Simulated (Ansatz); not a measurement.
Debugging a calculation of Ti5Si

Intended: Ti5Si, PBE, plane waves and PAW in Ansatz. The input:

```yaml
crystal:
  lattice:
    - [1.3350285592, 0.770779098, 2.350024687]
    - [-1.3350285592, 0.770779098, 2.350024687]
    - [0.0, -1.541558196, 2.350024687]
  atoms:
    - { symbol: Ti, position: [0.15143967, 0.15143967, 0.15143967] }
    - { symbol: Ti, position: [0.60535, 0.39465, 0.0] }
    - { symbol: Ti, position: [0.0, 0.60535, 0.39465] }
    - { symbol: Ti, position: [0.84856033, 0.84856033, 0.84856033] }
    - { symbol: Ti, position: [0.39465, 0.0, 0.60535] }
    - { symbol: Si, position: [0.5, 0.5, 0.5] }
basis:
  ecutwfc: 420
kpoints:
  mp_grid: { grid: [12, 12, 12] }
hamiltonian:
  xc: pbe
scf:
  occupations: { method: gaussian, width: 0.1 }
  max_iter: 92
output:
  forces: true
  stress: true
  eigenvalues: true
```

Command:

```bash
ansatz run input.yaml --threads 1 --pin off --max-ram 2560MiB --backend cpu --events-out ev --progress --plain --runs-dir out
```

From the log (HF is the Harris–Foulkes energy, dr2 the density residual in eV):

```text
Pseudopotential: Ti, paw, valence charge 12, recommended cutoff 420 eV (normal)
Pseudopotential: Si, paw, valence charge 4, recommended cutoff 420 eV (normal)
Crystal: 6 atoms, lattice volume = 14.509 Å³
Basis set: ecut = 420 eV, 295 PW (Γ), exchange–correlation on 40×40×40 points (8 copies of the dense FFT grid, shifted against one another)
Bands: 39, of which v1, the nominal top of the filled ones, is band 32 counted from 1 (31 counted from 0)
Symmetry: 6 space group operations
Space group: R32 (ITA 155), of the structure as read, at distance tolerance 2.4e-5 Å
k-points: 189 of 1728 (time reversal used)
Initial density: superposition of atomic densities, corrected by the library's trained network
SCF iter   1: HF=-12889.664038 eV  Δρ=2.00e0  dr2=2.77e2
SCF iter   2: HF=-12792.539386 eV  Δρ=9.24e-1  dr2=7.82e1
SCF iter   3: HF=-12747.707941 eV  Δρ=2.40e-1  dr2=3.59e0
SCF iter   4: HF=-12747.644892 eV  Δρ=8.62e-2  dr2=6.33e-1
   ...
SCF iter   8: HF=-12747.575319 eV  Δρ=2.93e-4  dr2=8.82e-6
SCF iter   9: HF=-12747.575370 eV  Δρ=7.64e-5  dr2=6.07e-7
SCF iter  10: F=-12747.575385 eV  HF=-12747.575385 eV  Δρ=1.01e-5  dr2=5.85e-9
SCF 1 converged in 10 iterations: F = -12747.575385 eV  dr2 = 5.85e-9
SCF converged after 10 iterations
Free energy (F): -12747.575385 eV
E sigma→0 (E₀):  -12747.572008 eV
Entropy (-TS):   -0.006754 eV (-1.126 meV/atom)
Fermi energy:    85.718243 eV
--- Forces (eV/Å), atoms counted from 1 ---
  atom   1  Ti     0.00000000     0.00000000   -13.94829390
  atom   2  Ti    33.75821912     0.00000000     0.00000000
  atom   3  Ti   -16.87910956    29.23547534    -0.00000000
  atom   4  Ti     0.00000000    -0.00000000    13.94829390
  atom   5  Ti   -16.87910956   -29.23547534     0.00000000
  atom   6  Si    -0.00000000     0.00000000     0.00000000
--- Stress (GPa, compression-positive) ---
     8011.508839       0.000000       0.000000
        0.000000    8011.508839      -0.000000
        0.000000      -0.000000    7785.863877
  P = ⅓ Tr σ = 7936.2939 GPa (79362.939 kbar)
```

Question: The run finished without an error. What is wrong all the same?

Answer: The fault is lattice vectors converted from bohr twice. Every length is 0.529 of its true value, so the cell is crushed to 15 % of its volume. The cure is the vectors in angstrom.

The change to the input (which also takes the iteration limit of the reference run):

```diff
 crystal:
   lattice:
-    - [1.3350285592, 0.770779098, 2.350024687]
-    - [-1.3350285592, 0.770779098, 2.350024687]
-    - [0.0, -1.541558196, 2.350024687]
+    - [2.5228393509, 1.4565619783, 4.4409048145]
+    - [-2.5228393509, 1.4565619783, 4.4409048145]
+    - [0.0, -2.9131239567, 4.4409048145]
 scf:
-  max_iter: 92
```

The mended run converges, with a pressure of 0.02 GPa, a largest force of 0.027 eV/Å, no gap. The faulty run's energy lay 64.72 eV per atom higher.

Time of the mended run: 74 s on 1 thread of Intel(R) Xeon(R) Platinum 8259CL CPU @ 2.50GHz (Skylake/Cascade Lake), with other jobs on the host, peak memory 0.79 GiB.